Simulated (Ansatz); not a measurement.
Here is the system:

Lu3GaC:
```cif
data_CGaLu3
_chemical_formula_sum 'Lu3 Ga1 C1'
_space_group_name_H-M_alt 'Pm-3m'
_space_group_IT_number 221
_space_group_name_Hall '-P 4 2 3'
_cell_length_a 4.68732
_cell_length_b 4.68732
_cell_length_c 4.68732
_cell_angle_alpha 90.000
_cell_angle_beta 90.000
_cell_angle_gamma 90.000
loop_
_atom_site_label
_atom_site_type_symbol
_atom_site_symmetry_multiplicity
_atom_site_Wyckoff_symbol
_atom_site_fract_x
_atom_site_fract_y
_atom_site_fract_z
_atom_site_occupancy
Lu1 Lu 3 d 0.00000 0.00000 0.50000 1
Ga1 Ga 1 b 0.50000 0.50000 0.50000 1
C1 C 1 a 0.00000 0.00000 0.00000 1
```

This is the r²SCAN-relaxed structure.

**Question.** All from r²SCAN in the plane-wave PAW code Ansatz, unless another level is named. Estimate the electronic character.

**Answer.** metallic (no gap).

**Question.** Give the formation energy from the elements (no fitted shifts).

**Answer.** -0.66 eV/atom.

**Question.** Next, the density of states at the Fermi level?

**Answer.** 0.06 states/eV per atom (mean over ±0.08 eV).

The first step of the workflow began from a Materials Project structure, measured or hypothetical; the Crystallography Open Database copy checked does not list it. Its standing as an ambient phase is unchecked. The cell was relaxed with r²SCAN under the symmetry of its start; its stability against distortions is not shown here. The references are the lowest solids computed at this level, not always the standard phases. Spin–orbit coupling is left out wherever it is not named.

Potentials: the later of the program's two PAW sets.
